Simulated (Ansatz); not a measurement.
Values for one crystal, relaxed and computed with LDA in the plane-wave PAW code Ansatz; other levels are named.

| Quantity | Result |
|---|---|
| Volume per atom | 21.07 Å³ |
| Band gap | 1.36 eV (direct) |
| Hill bulk and shear moduli | 76.4 and 25.9 GPa |
| Mechanical stability | stable (all eigenvalues of C positive) |
| Highest zone-centre frequency (without LO–TO term) | 316 cm^-1 |
| Poisson's ratio | 0.35 |
| Debye temperature from the elastic constants | 283 K |

**Question.** Pick the material that matches.
(A) SbSI, Pnma (Sb on 4c, S on 4c, I on 4c)
(B) CdF2, fluorite
(C) ZnCdS2, P-4m2 (Zn on 1d, Cd on 1b, S on 2g)
(D) Li2S, anti-fluorite

**Answer.** C, ZnCdS2, P-4m2 (Zn on 1d, Cd on 1b, S on 2g)

The first step of the workflow began from a Materials Project structure, measured or hypothetical; the Crystallography Open Database copy checked does not list it. Whether it is the stable phase at ambient conditions was not checked. Symmetry was held in the LDA relaxation; of distortions, only those at the zone centre were tested. Scalar-relativistic: spin–orbit coupling is off unless named, which matters more the heavier the elements.

Potentials: the later of the program's two PAW sets.
